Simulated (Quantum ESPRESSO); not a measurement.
Si2PBC4, input and log of a self-consistent run

Simulated, not a measurement. The program is pw.x of Quantum ESPRESSO 7.5 (plane-wave density functional theory). The cell is made up: 8 atoms on a wurtzite lattice, with randomly drawn elements, strain and displacements, not relaxed. PseudoDojo standard norm-conserving files (v0.5 for PBE, v0.4.1 for LDA and PBEsol) set the functional; there is no spin polarisation, spin-orbit coupling or dispersion term, and the masses in the input are unused placeholders.

Input:

```
&control calculation='scf', pseudo_dir='./dojo.nc.sr.pbe.v0_5.standard.upf', outdir='./o', disk_io='medium', tprnfor=.true., tstress=.true. /
&system ibrav=0, nat=8, ntyp=4, nbnd=22, ecutwfc=82.02448710, nosym=.true., tot_charge=0,
 occupations='smearing', smearing='fd', degauss=0.0018374661
/
&electrons conv_thr=7.350e-09, electron_maxstep=60, /
ATOMIC_SPECIES
B 1.0 B.upf
C 1.0 C.upf
P 1.0 P.upf
Si 1.0 Si.upf
CELL_PARAMETERS angstrom
3.0143 0.0 0.0
0.0 5.2208 0.0
0.0 0.0 4.9223
ATOMIC_POSITIONS angstrom
Si 0.0419 0.0275 0.0673
P 1.5333 2.5911 0.0646
Si 1.5478 0.8247 2.496
B -0.0546 3.5112 2.4259
C 0.0513 0.0564 1.8012
C 1.5128 2.6125 1.9187
C 1.5329 0.8418 4.2656
C 0.0307 3.5367 4.2569
K_POINTS automatic
6 4 4 1 1 1
```

The log is shortened where brackets say so; the opening notice, blank lines, dates and the lines on written files are dropped, and the path of the files is cut. It prints rydbergs, bohrs and kilobars, and counts compression as positive stress.

```
     Program PWSCF v.7.5
     Parallel version (MPI & OpenMP), running on       1 processor cores
     Number of MPI processes:                 1
     Threads/MPI process:                     1
     [start-up lines left out]
     bravais-lattice index     =            0
     lattice parameter (alat)  =       5.6962  a.u.
     unit-cell volume          =     522.7430 (a.u.)^3
     number of atoms/cell      =            8
     number of atomic types    =            4
     number of electrons       =        32.00
     number of Kohn-Sham states=           22
     kinetic-energy cutoff     =      82.0245  Ry
     charge density cutoff     =     328.0979  Ry
     scf convergence threshold =      7.3E-09
     mixing beta               =       0.7000
     number of iterations used =            8  plain     mixing
     Exchange-correlation= PBE
                           (   1   4   3   4   0   0   0)
     [axes and pseudopotential details left out]
   Cartesian axes
     site n.     atom                  positions (alat units)
         1        Si     tau(   1) = (   0.0139004   0.0091232   0.0223269  )
         2        P      tau(   2) = (   0.5086753   0.8596026   0.0214312  )
         3        Si     tau(   3) = (   0.5134857   0.2735959   0.8280529  )
         4        B      tau(   4) = (  -0.0181137   1.1648476   0.8047971  )
         5        C      tau(   5) = (   0.0170189   0.0187108   0.5975517  )
         6        C      tau(   6) = (   0.5018744   0.8667021   0.6365325  )
         7        C      tau(   7) = (   0.5085426   0.2792688   1.4151213  )
         8        C      tau(   8) = (   0.0101848   1.1733072   1.4122350  )
     number of k points=    48  Fermi-Dirac smearing, width (Ry)=  0.0018
                       cart. coord. in units 2pi/alat
        k(    1) = (   0.0833333   0.0721705   0.0765470), wk =   0.0416667
        k(    2) = (   0.0833333   0.0721705   0.2296411), wk =   0.0416667
     [further k points left out]
     Dense  grid:    52393 G-vectors     FFT dimensions: (  36,  60,  54)
     Estimated max dynamical RAM per process >      60.94 MB
     Initial potential from superposition of free atoms
     starting charge      31.9982, renormalised to      32.0000
     Starting wfcs are   32 randomized atomic wfcs
     total cpu time spent up to now is        3.9 secs
     per-process dynamical memory:    48.0 Mb
     Self-consistent Calculation
     iteration #  1     ecut=    82.02 Ry     beta= 0.70
     Davidson diagonalization with overlap
     ethr =  1.00E-02,  avg # of iterations =  3.6
     total cpu time spent up to now is       15.5 secs
     total energy              =     -84.21750537 Ry
     estimated scf accuracy    <       1.49789067 Ry
     iteration #  2     ecut=    82.02 Ry     beta= 0.70
     Davidson diagonalization with overlap
     ethr =  4.68E-03,  avg # of iterations =  2.1
     total cpu time spent up to now is       24.1 secs
     total energy              =     -84.62018707 Ry
     estimated scf accuracy    <       0.75221988 Ry
     iteration #  3     ecut=    82.02 Ry     beta= 0.70
     Davidson diagonalization with overlap
     ethr =  2.35E-03,  avg # of iterations =  2.0
     total cpu time spent up to now is       31.0 secs
     total energy              =     -84.75482192 Ry
     estimated scf accuracy    <       0.04299724 Ry
     iteration #  4     ecut=    82.02 Ry     beta= 0.70
     Davidson diagonalization with overlap
     ethr =  1.34E-04,  avg # of iterations =  8.5
     total cpu time spent up to now is       43.2 secs
     total energy              =     -84.76845944 Ry
     estimated scf accuracy    <       0.00516186 Ry
     iteration #  5     ecut=    82.02 Ry     beta= 0.70
     Davidson diagonalization with overlap
     ethr =  1.61E-05,  avg # of iterations =  6.4
     total cpu time spent up to now is       51.6 secs
     total energy              =     -84.76961404 Ry
     estimated scf accuracy    <       0.00192173 Ry
     [iterations 6 to 7 left out]
     iteration #  8     ecut=    82.02 Ry     beta= 0.70
     Davidson diagonalization with overlap
     ethr =  9.62E-08,  avg # of iterations =  2.4
     total cpu time spent up to now is       73.2 secs
     total energy              =     -84.76989646 Ry
     estimated scf accuracy    <       0.00000146 Ry
     iteration #  9     ecut=    82.02 Ry     beta= 0.70
     Davidson diagonalization with overlap
     ethr =  4.57E-09,  avg # of iterations =  4.1
     total cpu time spent up to now is       81.8 secs
     total energy              =     -84.76989681 Ry
     estimated scf accuracy    <       0.00000111 Ry
     iteration # 10     ecut=    82.02 Ry     beta= 0.70
     Davidson diagonalization with overlap
     ethr =  3.46E-09,  avg # of iterations =  2.0
     total cpu time spent up to now is       87.4 secs
     total energy              =     -84.76989688 Ry
     estimated scf accuracy    <       0.00000011 Ry
     iteration # 11     ecut=    82.02 Ry     beta= 0.70
     Davidson diagonalization with overlap
     ethr =  3.57E-10,  avg # of iterations =  3.5
     total cpu time spent up to now is       94.3 secs
     total energy              =     -84.76989693 Ry
     estimated scf accuracy    <       0.00000001 Ry
     iteration # 12     ecut=    82.02 Ry     beta= 0.70
     Davidson diagonalization with overlap
     ethr =  3.24E-11,  avg # of iterations =  2.3
     total cpu time spent up to now is      100.4 secs
     End of self-consistent calculation
     [lines on levels left out]
!    total energy              =     -84.76989693 Ry
     estimated scf accuracy    <          3.8E-09 Ry
     smearing contrib. (-TS)   =      -0.00000000 Ry
     internal energy E=F+TS    =     -84.76989693 Ry
     The total energy is F=E-TS. E is the sum of the following terms:
     one-electron contribution =      22.66265404 Ry
     hartree contribution      =       8.92792875 Ry
     xc contribution           =     -30.22336899 Ry
     ewald contribution        =     -86.13711073 Ry
     convergence has been achieved in  12 iterations
     Forces acting on atoms (cartesian axes, Ry/au):
     atom    1 type  4   force =    -0.01258592   -0.01920630   -0.06868497
     atom    2 type  3   force =    -0.00005306    0.03307658   -0.02187843
     atom    3 type  4   force =     0.00540145    0.03661661   -0.09157318
     atom    4 type  1   force =     0.03158599   -0.02072866    0.00476866
     atom    5 type  2   force =    -0.02165494   -0.10488194    0.12047645
     atom    6 type  2   force =    -0.00307919    0.09139787   -0.02021789
     atom    7 type  2   force =     0.01212305    0.06807935    0.09987990
     atom    8 type  2   force =    -0.01173736   -0.08435350   -0.02277055
     Total force =     0.274424     Total SCF correction =     0.000041
     Computing stress (Cartesian axis) and pressure
          total   stress  (Ry/bohr**3)                   (kbar)     P=      -27.39
  -0.00043053  -0.00000069  -0.00001328          -63.33       -0.10       -1.95
  -0.00000069  -0.00057630   0.00006490           -0.10      -84.78        9.55
  -0.00001328   0.00006490   0.00044832           -1.95        9.55       65.95
     init_run     :      3.80s CPU      3.86s WALL (       1 calls)
     electrons    :     87.15s CPU     96.48s WALL (       1 calls)
     forces       :      1.14s CPU      1.15s WALL (       1 calls)
     stress       :      4.65s CPU      4.70s WALL (       1 calls)
     [timing details left out]
     PWSCF        :   1m36.84s CPU   1m46.69s WALL
     JOB DONE.
```

In other units: free energy -1153.353 eV for the cell, pressure -2.74 GPa, largest force component 3.098 eV/Å. A rerun of a related cell, with the same atoms placed differently, at 1347 eV and a 8 x 6 x 6 mesh moved values by no more than 0.005 eV in energy, 0.17 GPa in stress and 0.007 eV/Å in force.